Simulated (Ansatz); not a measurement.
TiO₂ (rutile)

```xyz
6
Lattice="4.5967 0.0000 0.0000 0.0000 4.5967 0.0000 0.0000 0.0000 2.9537" Properties=species:S:1:pos:R:3 pbc="T T T"
Ti     0.0000     0.0000     0.0000
Ti     2.2984     2.2984     1.4768
O      1.4002     1.4002     0.0000
O      3.6986     0.8981     1.4768
O      0.8981     3.6986     1.4768
O      3.1965     3.1965     0.0000
```

Two coordinates are scanned: the volume, and the ratio of the stretch along z (the conventional c axis) to the stretch across it. Atoms keep their fractional coordinates.

Level of theory: r2SCAN (plane waves to 500 eV, PAW, scalar-relativistic; Ansatz, an electronic-structure program). k mesh 7×7×11 (Γ-centred), Fermi-Dirac smearing 0.05 eV. Stress and pressure are positive under compression. As the atoms are clamped, bonds stretch with the cell, which overstates energies and stresses. TiO2 is run without spin polarisation. TiO2 was relaxed with its symmetry unable to fall.

At one point of the scan the stress tensor (GPa) is:

```
   12.5      0.0      0.0
    0.0     12.5      0.0
    0.0      0.0      3.6
```

Task: Which point is it?
(A) V/V₀ = 0.960, (c/a)/(c/a)₀ = 1.020
(B) V/V₀ = 0.960, (c/a)/(c/a)₀ = 1.040
(C) V/V₀ = 1.000, (c/a)/(c/a)₀ = 1.040
(D) V/V₀ = 0.920, (c/a)/(c/a)₀ = 1.000

Result: B, V/V₀ = 0.960, (c/a)/(c/a)₀ = 1.040

(Under strain, the slope of the energy per volume gives the stress and its curvature an elastic modulus.)
